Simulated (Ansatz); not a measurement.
WSe2 in space group P6_3/mmc (No. 194; W on 2c, Se on 4f), DFT-r²SCAN+D4 in the program Ansatz with PAW potentials. The conduction-band minimum lies on the K–Γ line, 46 % of the way from K, with 6 equivalent valleys. Second derivatives d²E/dk² of the lowest band at one valley (eV·Å²), along Cartesian directions:

```json
[
 {"direction": "[100]", "d²E/dk²": "13.91"},
 {"direction": "[010]", "d²E/dk²": "15.37"},
 {"direction": "[001]", "d²E/dk²": "16.02"},
 {"direction": "[110]", "d²E/dk²": "15.91"},
 {"direction": "[101]", "d²E/dk²": "14.97"},
 {"direction": "[011]", "d²E/dk²": "15.70"}
]
```

### Question
Find the principal effective masses, the density-of-states mass and the conductivity mass.

### Answer
Off-diagonal terms follow from H_xy = H[110] − (H_xx + H_yy)/2, and m*/mₑ = 7.620 eV·Å² over each eigenvalue: 0.47, 0.48, 0.58. One valley's DOS mass (m₁m₂m₃)^(1/3) = 0.51, conductivity mass 3/(Σ 1/mᵢ) = 0.50 mₑ.

### Question
What effective density of states Nc follows at 300 K for parabolic valleys?

### Answer
Nc = 2.509e19 × 6 × (0.51)^(3/2) ≈ 5.5e19 cm⁻³.

The cell was relaxed with r²SCAN+D4 under the symmetry of its start. No spin polarisation was allowed. Spin–orbit coupling is left out wherever it is not named.

Potentials: the later of the program's two PAW sets.

Edges and masses are those of Kohn–Sham bands, whose gap is no quasiparticle gap.
